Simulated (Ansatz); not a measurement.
Relaxed-ion elastic tensor of LiHS in space group Ama2 (No. 40; Li on 4a, S on 4b, H on 4b) in GPa (Voigt order), DFT-r²SCAN in the program Ansatz with PAW potentials; density 1.41 g/cm³, 15.72 Å³ per atom.

```
39.8  14.5  14.0   0.0   0.0   0.0
14.5  30.8  24.8   0.0   0.0   0.0
14.0  24.8  29.5   0.0   0.0   0.0
 0.0   0.0   0.0  23.7   0.0   0.0
 0.0   0.0   0.0   0.0  -8.6   0.0
 0.0   0.0   0.0   0.0   0.0  -0.1
```

### Question
Is the crystal mechanically stable?

### Answer
No: the smallest eigenvalue of C is -8.6 GPa.

The workflow started from an entry of the Crystallography Open Database (COD), which files this formula under 3 space groups. Whether it is the stable phase at ambient conditions was not checked. Symmetry was held in the r²SCAN relaxation. At this level the phase is mechanically unstable.

Potentials: the later of the program's two PAW sets.
